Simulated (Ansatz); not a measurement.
A distorted cell of CaTiO3 (cubic perovskite):

```xyz
5
Lattice="3.8022 0.0000 0.0000 0.0000 3.8022 0.0000 0.0000 0.0000 3.8022" Properties=species:S:1:pos:R:3 pbc="T T T"
Ca     0.0000     0.0000     0.0000
Ti     1.9011     1.9011     1.9011
O      0.0000     1.9011     1.9011
O      1.9011     1.9011     0.0000
O      1.9011     0.0000     1.9011
```

These are PBEsol (plane waves to 420 eV, PAW, scalar-relativistic; Ansatz, a first-principles code) values and carry that method's errors. k mesh 9×9×9 (Γ-centred), Fermi-Dirac smearing 0.05 eV. E stands for the smeared free energy. Stress and pressure are positive under compression. CaTiO3 is run without spin polarisation. CaTiO3 was relaxed with its symmetry unable to fall. This is a high-temperature form of CaTiO3.

Give the stress tensor in GPa and the pressure.


```
    6.2      0.0      0.0
    0.0      6.2      0.0
    0.0      0.0      6.2
```
The pressure, a third of the trace, is 6.2 GPa.

It is the relaxed cell scaled evenly to V/V₀ = 0.970, atoms relaxed where free. What is its energy relative to the relaxed cell?

6.4 meV/atom.

(Under strain, the slope of the energy per volume gives the stress and its curvature an elastic modulus.)
